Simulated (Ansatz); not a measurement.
MgTe:
```xyz
4
Lattice="4.5610 0.0000 0.0000 -2.2805 3.9500 0.0000 0.0000 0.0000 7.4113" Properties=species:S:1:pos:R:3 pbc="T T T"
Mg     2.2805     1.3167     0.0075
Mg     0.0000     2.6333     3.7132
Te     2.2805     1.3167     4.6260
Te     0.0000     2.6333     0.9204
```

Relaxed with PBEsol. Special points in fractions of this cell's reciprocal vectors: Γ (0.000, 0.000, 0.000); M (0.500, 0.000, 0.000); K (0.333, 0.333, 0.000); A (0.000, 0.000, 0.500); L (0.500, 0.000, 0.500); H (0.333, 0.333, 0.500).

List the band energies nearest the valence-band maximum at these points for PBEsol in the plane-wave PAW code Ansatz.

In eV from the valence-band maximum; about four levels below and three above (degenerate sets whole), none deeper than 8.9 eV; points with the same levels are listed once.

```csv
k,below,above
Γ,-0.51 -0.51 -0.02 -0.02 0.00,2.39 2.92 5.25 5.25
M,-2.00 -1.26 -1.03 -0.46,3.08 3.81 4.20
K,-2.41 -1.44 -1.44 -1.40,3.42 5.73 5.73
A,-0.28 -0.28 -0.28 -0.28,3.41 3.41 5.50 5.50 5.50 5.50
L,-0.91 -0.91 -0.90 -0.90,3.15 3.15 4.21 4.21
H,-1.99 -1.99 -0.63 -0.63,3.84 3.84 5.04 5.04
```

Space group P6_3mc (wurtzite). The PBEsol relaxation kept the symmetry of its start. Scalar-relativistic: spin–orbit coupling is off unless named, which matters more the heavier the elements.

Potentials: the later of the program's two PAW sets.
